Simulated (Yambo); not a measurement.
Rb2NaScF6 (space group Fm-3m, No. 225), G0W0@LDA in Yambo; all else as in the reference (2×2×2 Γ-centred k mesh, bands 3 to 317 and a 8 Ry block in the screening, 317 bands in G with the Bruneval-Gonze terminator, plasmon pole fitted at 27.2 eV). One parameter is varied: the cutoff of the wavefunctions in Yambo, over 10, 20, 30, 50, 88 Ry.

Question: From which value on does the gap Γ → Γ stay within 0.05 eV of the largest setting?

Answer: From 30 Ry on.
```tsv
cutoff of the wavefunctions in Yambo (Ry)	G0W0 gap (eV)	valence shift (eV)
10	9.85	-1.58
20	10.34	-2.12
30	10.42	-2.26
50	10.45	-2.30
88	10.45	-2.31
```
The last step of the sweep still moves the gap by 3 meV; the other settings are held fixed.

Geometry of the Materials Project entry, not relaxed at this level; primitive cell a = 6.187 Å, b = 6.187 Å, c = 6.187 Å, α = 60.00°, β = 60.00°, γ = 60.00°.

The structure is a Materials Project entry; no match was found in the copy of COD used, and its stability was not checked.

A shift is the quasiparticle energy of the state minus its LDA energy.
